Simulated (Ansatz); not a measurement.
**Hf: frozen-core PAW against all-electron methods**

```
CELL_PARAMETERS angstrom
3.22867 0.00000 0.00000
-1.61433 2.79611 0.00000
0.00000 0.00000 5.05780
ATOMIC_POSITIONS crystal
Hf 0.33333 0.66667 0.25000
Hf 0.66667 0.33333 0.75000
```

Atoms are numbered in the order listed.

The cell comes from COD entry 9008501, which wasn't checked; take it as a given geometry. The listed cell was then made from it by scaling, straining or moving an atom.

No spin–orbit coupling, which matters for the heavy atoms here.

All numbers are computed: DFT, PBEsol, PAW with Ansatz's default frozen-core files, scalar-relativistic (Ansatz 0.2.0); DFT, PBEsol, all-electron LAPW, scalar-relativistic (Ansatz 0.2.0).

For PAW: a Γ-centred 13×13×7 k mesh, Fermi–Dirac smearing of 0.05 eV, cutoff 420 eV, no spin polarisation; the PAW files were made with PBE, and the program remakes their frozen cores for this functional. LAPW targets a basis error of 0.5 meV/atom. The Ansatz runs share mesh, smearing and spin set-up. Plane-wave (PAW) pressures include the program's estimate of the Pulay term.

Stress and pressure are positive in compression.

The change that made this cell: equal xx and yy strain of +1 %.

PAW results:

| quantity | PAW |
| --- | --- |
| pressure (GPa) | -5.63 |
| stress xx (GPa) | -5.92 |
| stress zz (GPa) | -5.05 |

(1) What does full-potential LAPW give for the same quantities?

## Answers

(1) 
```
       quantity   LAPW
 pressure (GPa)  -5.61
stress xx (GPa)  -5.90
stress zz (GPa)  -5.03
```
